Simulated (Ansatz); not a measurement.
The start is a generated trial cell of HfN in the AFLOW prototype AB_oP8_62_c_c (B16, as in GeS). Cell shape, volume and atoms are optimised at zero target pressure with PBE (plane waves to 420 eV, PAW, scalar-relativistic; Ansatz, an electronic-structure program). The first steps use a coarse 3×7×6 k-mesh.

Starting cell:
```
CELL_PARAMETERS angstrom
      9.40927     0.00000     0.00000
      0.00000     3.28692     0.00000
      0.00000     0.00000     3.87387
ATOMIC_POSITIONS crystal
  Hf 0.37500 0.25000 0.33300
  Hf 0.87500 0.25000 0.16700
  Hf 0.62500 0.75000 0.66700
  Hf 0.12500 0.75000 0.83300
  N  0.13900 0.25000 0.38900
  N  0.63900 0.25000 0.11100
  N  0.86100 0.75000 0.61100
  N  0.36100 0.75000 0.88900
```

### Question
What is the largest force in the starting geometry, and on which atom (counted from 1)?

### Answer
About 1.7 eV/Å, on Hf1, Hf2, Hf3, Hf4 (atoms numbered as listed).

### Question
By how much does the energy per atom fall from start to end?

### Answer
0.74 eV/atom.

### Question
How do the shortest distances between atoms change?

### Answer
The closest pairs of elements (up to four, under 3.6 Å), start → end: Hf–N 2.23 → 2.27 Å; Hf–Hf 3.15 → 3.22 Å; N–N 3.21 → 3.22 Å.

### Question
What band gap does the relaxed structure have at this level?

### Answer
Zero (metallic).

### Question
Give the final cell and atomic positions.

### Answer

Space group Fm-3m (No. 225); a = b = c = 4.548 Å, α = β = γ = 90.00°

```csv
atom,site,symmetry,x,y,z
Hf,4b,m-3m,0.5000,0.5000,0.5000
N,4a,m-3m,0.0000,0.0000,0.0000
```
(The calculation used a cell of 2 atoms; values per cell refer to that cell.)

Final values are on a 18×18×18 k-mesh of the relaxed cell. No spin polarisation in the result. The relaxed primitive cell holds an odd number of electrons. A magnetic state may lie lower.

The run could not lose the symmetry of its start; a randomly shaken copy of 4 atoms returns to this structure.
